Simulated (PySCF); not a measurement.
PySCF single point, B3LYP/6-31G*, density fitting, COSMO implicit chlorobenzene (electrostatics alone), on C6H4S4 (SMILES C1=CSC(=C2SC=CS2)S1), charge 0, multiplicity 1.

```python
from pyscf import gto, scf, dft
mol = gto.M(atom='''
C     -3.164938    -0.664956     0.000001
C     -3.164936     0.664958     0.000001
S     -1.627587     1.487095    -0.000000
C     -0.671883    -0.000000     0.000000
C      0.671883    -0.000000    -0.000000
S      1.627588     1.487095     0.000000
C      3.164938     0.664958    -0.000001
C      3.164938    -0.664957    -0.000001
S      1.627589    -1.487095     0.000000
S     -1.627589    -1.487095    -0.000000
H     -4.040114    -1.287541    -0.000000
H     -4.040112     1.287544    -0.000001
H      4.040113     1.287544     0.000000
H      4.040114    -1.287541     0.000001
''', basis='6-31G*', charge=0, spin=0, verbose=3)
mf = dft.RKS(mol, xc='B3LYP')
mf = mf.density_fit()
mf = mf.PCM()
mf.with_solvent.method = 'COSMO'
mf.with_solvent.eps = 5.69
mf.max_cycle = 100
e = mf.kernel()
print('converged', mf.converged)
print('E_total', e)
print('nao', mol.nao)
print('HOMO', mf.mo_energy[mf.mo_occ > 0].max())
mf.dip_moment()
```

It prints:

```

WARN: PCM is an experimental feature. It is still in testing.
Features and APIs may be changed in the future.

converged SCF energy = -1823.72510552554
converged True
E_total -1823.725105525542
nao 164
HOMO -0.16604684922303115
Dipole moment(X, Y, Z, Debye): -0.00000,  0.00000,  0.00000
```

The total energy is -49626.09 eV, -0.19 eV from the same level's vacuum run.
